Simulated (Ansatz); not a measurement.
MgTi₃N₃O:
```xyz
8
Lattice="2.9623 0.0000 0.0000 0.0000 2.9623 0.0000 0.0000 0.0000 8.5520" Properties=species:S:1:pos:R:3 pbc="T T T"
Ti     0.0000     0.0000     6.5339
N      1.4812     1.4812     6.4129
Ti     1.4812     1.4812     0.0000
N      0.0000     0.0000     0.0000
Ti     0.0000     0.0000     2.0181
N      1.4812     1.4812     2.1391
Mg     1.4812     1.4812     4.2760
O      0.0000     0.0000     4.2760
```

Relaxed with PBEsol. Special points in fractions of this cell's reciprocal vectors: Γ (0.000, 0.000, 0.000); X (0.000, 0.500, 0.000); M (0.500, 0.500, 0.000); Z (0.000, 0.000, 0.500); R (0.000, 0.500, 0.500); A (0.500, 0.500, 0.500).

### Question
List the band energies nearest the Fermi level at these points for DFT-PBEsol in the program Ansatz with PAW potentials.

### Answer
In eV from the Fermi level; about four levels below and three above (degenerate sets whole), none deeper than 8.9 eV; points with the same levels are listed once.

```csv
k,below,above
Γ,-2.03 -0.99 -0.18 -0.18,0.72 0.81 1.20
X,-5.12 -5.09 -4.45 -4.10,1.01 1.52 1.66
M,-3.61 -3.61 -3.35 -2.58 -2.58,0.83 0.83 1.69
Z,-2.33 -2.33 -2.06 -0.96,0.04 0.04 0.72
R,-5.25 -5.09 -4.13 -4.12,1.19 1.21 1.51
A,-4.31 -4.31 -3.65 -1.93 -1.93,0.39 0.39 2.26
```

Space group P4/mmm. The start of the workflow was typed in or built on a structure type; neither database checked (COD, Materials Project) lists it. Its standing as an ambient phase is unchecked. The cell was relaxed with PBEsol under the symmetry of its start; whether a distortion lowers the energy is not shown. The workflow began spin-polarised and lost its moments. The compound may be a true metal, but semilocal functionals without U, or a wrong spin order, can also close a gap.

Potentials: the earlier of the program's two PAW sets. The files were generated under PBE; for other functionals the program regenerates the frozen cores, and for LDA and PBEsol the local potential too.
